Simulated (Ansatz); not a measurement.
Data:

Sb3Au:
Space group Im-3m (No. 229); a = b = c = 5.918 Å, α = β = γ = 90.00°

```json
[
 {"atom": "Sb", "site": "6b", "symmetry": "4/mm.m", "x": "0.0000", "y": "0.0000", "z": "0.5000"},
 {"atom": "Au", "site": "2a", "symmetry": "m-3m", "x": "0.0000", "y": "0.0000", "z": "0.0000"}
]
```
(The calculation used a cell of 4 atoms; values per cell refer to that cell.)

This is the r²SCAN-relaxed structure.

### Question
All from plane-wave PAW r²SCAN (Ansatz code), unless another level is named. Give the electronic character.

### Answer
metallic (no gap).

### Question
And the density of states at the Fermi level?

### Answer
0.45 states/eV per atom (mean over ±0.08 eV).

### Question
What about the formation energy from the elements (no fitted shifts)?

### Answer
0.066 eV/atom.

### Question
What about the gap with spin–orbit coupling?

### Answer
none (metallic).

The workflow started from an entry of the Crystallography Open Database (COD). Its standing as an ambient phase is unchecked. The r²SCAN relaxation kept the symmetry of its start; its stability against distortions is not shown here. The references are the lowest solids computed at this level, not always the standard phases. Spin–orbit coupling is left out wherever it is not named.

Potentials: the later of the program's two PAW sets.
